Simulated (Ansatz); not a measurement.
The relaxed structure here is a generated cell of PbSe: the first start was made by a random draw of sites in a space group, and the end was not matched to a known phase here, so it may be hypothetical. Known forms of PbSe include space group No. 225.

The end point of a relaxation of PbSe. These are r2SCAN (plane waves to 500 eV, PAW, scalar-relativistic; Ansatz, a quantum-chemistry and plane-wave program) values and carry that method's errors.

```xyz
4
Lattice="3.8753 -5.2734 0.0000 3.8753 5.2734 0.0000 0.0000 0.0000 3.9888" Properties=species:S:1:pos:R:3 pbc="T T T"
Pb     3.8753     3.5074     1.9944
Pb     3.8753    -3.5074     1.9944
Se     1.9377     2.6367     0.0000
Se     1.9377    -2.6367     0.0000
```

Problem. Determine the symmetry and give the standard cell with its independent sites.

Solution. Space group Cmmm (No. 65); a = 7.7506 Å, b = 10.5469 Å, c = 3.9888 Å, α = β = γ = 90.00°

| atom | site | symmetry | x | y | z |
|---|---|---|---|---|---|
| Pb | 4j | m2m | 0.5000 | 0.3325 | 0.5000 |
| Se | 4e | ..2/m | 0.2500 | 0.2500 | 0.0000 |

Problem. Give the shortest distances between elements (the closest pairs, up to four, under 3.6 Å).

Solution. Pb–Se 2.91 Å; Pb–Pb 3.53 Å.

Volume per atom: 40.76 Å³
Band gap: no gap on the sampled points, where the bands overlap only slightly; such a result is sensitive to mesh and level

No spin polarisation in the result.

The run could not lose the symmetry of its start, so the end can be a saddle point.
